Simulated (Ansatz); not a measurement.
# Contact densities of TiC against volume

```
Ti C
1.0
     0.00000    2.16400    2.16400
     2.16400    0.00000    2.16400
     2.16400    2.16400    0.00000
Ti C
1 1
Direct
  0.00000 0.00000 0.00000
  0.50000 0.50000 0.50000
```

Atom numbers follow the list: Ti1, C2.

The geometry is COD entry 9012564, unchecked; take it as a test cell.

The calculation used Ansatz 0.2.0, DFT, PBEsol, all-electron PAW with datasets made for the crystal, scalar-relativistic.

Sampling and basis: a Γ-centred 16×16×16 k mesh, Fermi–Dirac smearing of 0.03 eV, cutoff 340 eV (chosen by the program for this cell), no spin polarisation.

The contact density is the mean electron density over the nuclear volume; its changes follow the s electrons' response to bonding and compression. Changes below are taken from the unscaled cell, where it is 56686.9 e/Å³ at Ti1, 862.943 e/Å³ at C2.

Volumes at which the program chose other datasets or cutoffs are left out.

```tsv
V/V(cell)	P (GPa)	Δρ(0) Ti1 (e/Å³)	Δρ(0) C2 (e/Å³)
1.0000	-6.2	0.00	0.00
1.0100	-8.6	?	-0.01
1.0200	-10.8	?	-0.02
1.0400	-15.0	?	-0.02
1.0600	-18.7	-0.58	-0.03
```

Give the missing entry: row "1.0100", column "Δρ(0) Ti1 (e/Å³)".

-0.10.

What belongs in the row "1.0400", column "Δρ(0) Ti1 (e/Å³)"?

-0.39.

Fill in "Δρ(0) Ti1 (e/Å³)" for the row "1.0200".

-0.20.

The datasets are made afresh for each cell, so very small changes are uncertain.
